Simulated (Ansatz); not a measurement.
**Moving the dispersion correction in PbF2**

The cell as given:

Symmetry: Fm-3m, No. 225, cubic system. Conventional cell: a = 5.927 Å, b = 5.927 Å, c = 5.927 Å, α = 90.00°, β = 90.00°, γ = 90.00°. Around Pb (site symmetry m-3m) lie 8 F at 2.57 Å. Around F (site symmetry -43m) lie 4 Pb at 2.57 Å.

Kept alike: task relaxation of cell and atoms; functional PBEsol; k mesh 8 × 8 × 8; occupations fermi-dirac, width 0.05 eV; no spin polarisation. Program: Ansatz, Ansatz PAW, cutoff 420 eV. The mesh is that of the run's cell of 3 atoms. No spin-orbit coupling.

| dispersion correction | band gap (eV) | volume (Å³/atom) |
| --- | --- | --- |
| D3(BJ) | 4.299 | 16.798 |
| D3(BJ)-ATM | 4.300 | 16.828 |
| D4 | 4.303 | 16.956 |
| none | 4.305 | 17.103 |

Spin-orbit coupling, left out here, moves the band edges of heavy atoms and can close or invert small gaps. Gaps hold for each row's own relaxed cell. The relaxations keep at least the cell's symmetry (Fm-3m). Relaxations stop with a little pressure left, so the last digits of a volume or edge aren't settled. Ansatz's relaxations hold a Pulay term in the stress (up to 0.5 GPa here). A gap read on the mesh alone can miss an edge between its points. All rows use potentials made for PBE.

**Question.** What does the dispersion correction change here?

**Answer.** The band gap runs from 4.299 (D3(BJ)) to 4.305 eV (none). The volume runs from 16.798 (D3(BJ)) to 17.103 Å³/atom (none). Against no correction: D3(BJ) -1.8 %; D3(BJ)-ATM -1.6 %; D4 -0.9 %. Dispersion terms mostly attract and so lower the volume; the schemes' coefficients and damping set how far.
